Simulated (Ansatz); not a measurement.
GaN:
Space group F-43m (No. 216); a = 4.4981 Å, b = 4.4981 Å, c = 4.4981 Å, α = 90.00°, β = 90.00°, γ = 90.00°

```json
[
 {"atom": "Ga", "site": "4a", "symmetry": "-43m", "x": "0.0000", "y": "0.0000", "z": "0.0000"},
 {"atom": "N", "site": "4d", "symmetry": "-43m", "x": "0.7500", "y": "0.7500", "z": "0.7500"}
]
```
(The calculation used a cell of 2 atoms; values per cell refer to that cell.)

Relaxed with r²SCAN.

### Question
Decompose the optical modes at the zone centre into irreducible representations, and say which are infrared and Raman allowed.

### Answer
Point group -43m: Γ_opt = T2. Infrared: T2. Raman: T2.

### Question
Assign frequencies (DFPT, the program Ansatz at the r²SCAN level (PAW); without the LO–TO term).

### Answer
T2 545 cm⁻¹.

The cell was relaxed with r²SCAN under the symmetry of its start; phonons on a q-mesh show no instability.

Potentials: the earlier of the program's two PAW sets.
